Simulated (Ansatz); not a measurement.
Relaxed-ion elastic tensor of AlPt (CsCl type, Pm-3m) in GPa (Voigt order), r²SCAN (plane waves, PAW; program Ansatz); density 12.79 g/cm³, 14.41 Å³ per atom.

```
 212   199   199   0.0   0.0   0.0
 199   212   199   0.0   0.0   0.0
 199   199   212   0.0   0.0   0.0
 0.0   0.0   0.0  90.2   0.0   0.0
 0.0   0.0   0.0   0.0  90.2   0.0
 0.0   0.0   0.0   0.0   0.0  90.2
```

Question: Is the crystal mechanically stable?

Answer: Yes: the smallest eigenvalue of C is 13.3 GPa.

Question: Work out the Voigt and Reuss bounds. Is their mean of use?

Answer: K_V = 204, K_R = 204; G_V = 56.8, G_R = 15.0 GPa. The bounds lie so far apart that a Hill average or a Debye temperature from it would say little.

The first step of the workflow began from a Materials Project structure, measured or hypothetical; the Crystallography Open Database copy checked does not list it. With Al and Pt taken as one species the cell has the higher symmetry Im-3m, so it may be an ordered model of a mixed-site phase. Its standing as an ambient phase is unchecked. The cell was relaxed with r²SCAN under the symmetry of its start; of distortions, only those at the zone centre were tested. The run is not spin-polarised. As this level gives no gap, shear constants depend on the k-mesh and smearing (Fermi–Dirac, 0.1 eV here). Scalar-relativistic: spin–orbit coupling is off unless named, which matters more the heavier the elements.

Potentials: the later of the program's two PAW sets.
